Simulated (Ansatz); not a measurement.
Polymorphs of ZnSe, each relaxed with DFT-LDA in the program Ansatz with PAW potentials:

A: P4/nmm
a = 4.897 Å, b = 4.897 Å, c = 4.151 Å, α = 90.00°, β = 90.00°, γ = 90.00°

```tsv
atom	site	symmetry	x	y	z
Zn	2c	4mm	0.5000	0.0000	0.0781
Se	2a	-4m2	0.0000	0.0000	0.0000
```

B: zinc blende (F-43m)
a = 5.5676 Å, b = 5.5676 Å, c = 5.5676 Å, α = 90.00°, β = 90.00°, γ = 90.00°

```
atom  site  symmetry       x       y       z
----  ----  --------  ------  ------  ------
Se      4c      -43m  0.2500  0.2500  0.2500
Zn      4a      -43m  0.0000  0.0000  0.0000
```

Put the candidates in order of energy per atom at 0 K, lowest first, for LDA.

B (+0 meV/atom), A (+615 meV/atom)

Give each one's gap.

A no gap; B 1.25 eV.

Not the usual ambient phase: A. Weakly bound layers, chains or molecules computed without a dispersion correction, so cells and soft constants are ill determined: A. Unstable at this level: A. All cells were relaxed under the symmetry of their starts (and spin orders); stability against distortions was not tested throughout. Spin–orbit coupling is left out wherever it is not named.

Energies hold the estimated change up to a 700 eV cutoff; steps of a few meV lie near the error of the meshes.

Potentials: the later of the program's two PAW sets.
